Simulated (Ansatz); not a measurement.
HgTe:
```
HgTe
1.0
    0.00000     3.32534     3.32534
    3.32534     0.00000     3.32534
    3.32534     3.32534     0.00000
Te Hg
1 1
Direct
  0.75000   0.75000   0.75000
  0.00000   0.00000   0.00000
```

Relaxed with PBE. Special points in fractions of this cell's reciprocal vectors: Γ (0.000, 0.000, 0.000); X (0.500, 0.000, 0.500); U (0.625, 0.250, 0.625); K (0.375, 0.375, 0.750); L (0.500, 0.500, 0.500); W (0.500, 0.250, 0.750).

**Question.** List the band energies nearest the Fermi level at these points for PBE with spin–orbit coupling (plane waves, PAW; program Ansatz).

**Answer.** In eV from the Fermi level; about four levels below and three above (degenerate sets whole), none deeper than 8.9 eV; points with the same levels are listed once.

```json
[
 {"k": "Γ", "below": "0.00 0.00 0.00 0.00", "above": "3.27 3.27 4.46 4.46 4.46 4.46"},
 {"k": "X", "below": "-2.33 -2.33 -2.12 -2.12", "above": "1.68 1.68 2.43 2.43"},
 {"k": "U", "below": "-2.83 -2.74 -1.87 -1.87", "above": "1.87 2.07 3.73"},
 {"k": "L", "below": "-1.38 -1.38 -0.84 -0.84", "above": "0.43 0.43 4.53 4.53"},
 {"k": "W", "below": "-2.71 -2.51 -2.41 -2.36", "above": "2.42 2.85 4.38"}
]
```

Space group F-43m (zinc blende). The cell was relaxed with PBE under the symmetry of its start; phonons on a q-mesh show no instability. The Fermi level of a semimetal is unsure by some 0.05 eV on such meshes.

Potentials: the later of the program's two PAW sets.
